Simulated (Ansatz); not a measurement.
Consider the following.

SiO$_{2}$:
```cif
data_O6Si3
_chemical_formula_sum 'O6 Si3'
_space_group_name_H-M_alt 'P 1'
_space_group_IT_number 1
_cell_length_a 4.86652
_cell_length_b 4.86652
_cell_length_c 5.36572
_cell_angle_alpha 90.000
_cell_angle_beta 90.000
_cell_angle_gamma 120.000
loop_
_space_group_symop_operation_xyz
  'x, y, z'
loop_
_atom_site_label
_atom_site_type_symbol
_atom_site_fract_x
_atom_site_fract_y
_atom_site_fract_z
_atom_site_occupancy
O1 O 0.41117 0.27598 0.22107 1
O2 O 0.72402 0.13519 0.55441 1
O3 O 0.86481 0.58883 0.88774 1
O4 O 0.27598 0.41117 0.77893 1
O5 O 0.13519 0.72402 0.44559 1
O6 O 0.58883 0.86481 0.11226 1
Si1 Si 0.46481 0.00000 0.33333 1
Si2 Si 0.00000 0.46481 0.66667 1
Si3 Si 0.53519 0.53519 0.00000 1
```

This is the LDA-relaxed structure.

### Question
All from DFT-LDA in the program Ansatz with PAW potentials, unless another level is named. Estimate the electron effective mass.

### Answer
0.50 mₑ (isotropic).

### Question
Predict the band gap.

### Answer
5.83 eV (indirect).

### Question
What about the formation energy from the elements (no fitted shifts)?

### Answer
-2.93 eV/atom.

### Question
What about the conduction-band minimum?

### Answer
at Γ.

Space group P3_121. Symmetry was held in the LDA relaxation; phonons on a q-mesh show no instability. The references are the lowest solids computed at this level, not always the standard phases (solids in place of the gases).

Potentials: the later of the program's two PAW sets.
